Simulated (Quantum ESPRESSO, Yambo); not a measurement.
G0W0 results for CaS at +1 % isotropic strain

```cif
data_Ca4S4
_chemical_formula_sum 'S4 Ca4'
_space_group_name_H-M_alt 'Fm-3m'
_space_group_IT_number 225
_space_group_name_Hall '-F 4 2 3'
_cell_length_a 5.68764
_cell_length_b 5.68764
_cell_length_c 5.68764
_cell_angle_alpha 90.000
_cell_angle_beta 90.000
_cell_angle_gamma 90.000
loop_
_atom_site_label
_atom_site_type_symbol
_atom_site_symmetry_multiplicity
_atom_site_Wyckoff_symbol
_atom_site_fract_x
_atom_site_fract_y
_atom_site_fract_z
_atom_site_occupancy
S1 S 4 b 0.50000 0.50000 0.50000 1
Ca1 Ca 4 a 0.00000 0.00000 0.00000 1
```
(The calculation used a cell of 2 atoms; values per cell refer to that cell.)

The PBEsol cell relaxed from Materials Project entry mp-1672 was given an isotropic strain of +1 % on all lattice vectors, and the atoms were relaxed again.

Starting point: PBEsol (pw.x of Quantum ESPRESSO, ONCV potentials, scalar-relativistic). G0W0 in Yambo: 4×4×4 Γ-centred k mesh, 103 bands and a 10 Ry block in the screening, 103 bands in G with the Bruneval-Gonze terminator, plasmon pole fitted at 27.2 eV.

```json
{
 "PBEsol gap along the band path": "2.23 eV",
 "PBEsol gap between the mesh's edge points (Γ → X)": "2.23 eV",
 "G0W0 gap between the same points": "4.22 eV",
 "PBEsol smallest direct gap on the mesh (at X)": "3.06 eV",
 "G0W0 direct gap at that point": "5.11 eV"
}
```

| k point | band | E PBEsol (eV) | E QP (eV) | shift (eV) | Z |
|---|---|---|---|---|---|
| Γ | VB | 0.00 | -1.18 | -1.18 | 0.79 |
| Γ | CB | 4.00 | 4.39 | 0.40 | 0.82 |
| L | VB | -1.18 | -2.30 | -1.12 | 0.79 |
| L | CB | 5.06 | 5.45 | 0.40 | 0.83 |
| X | VB | -0.82 | -2.07 | -1.24 | 0.79 |
| X | CB | 2.23 | 3.04 | 0.81 | 0.82 |

Energies count from the PBEsol valence-band maximum.

Convergence of the G0W0 settings was not tested.
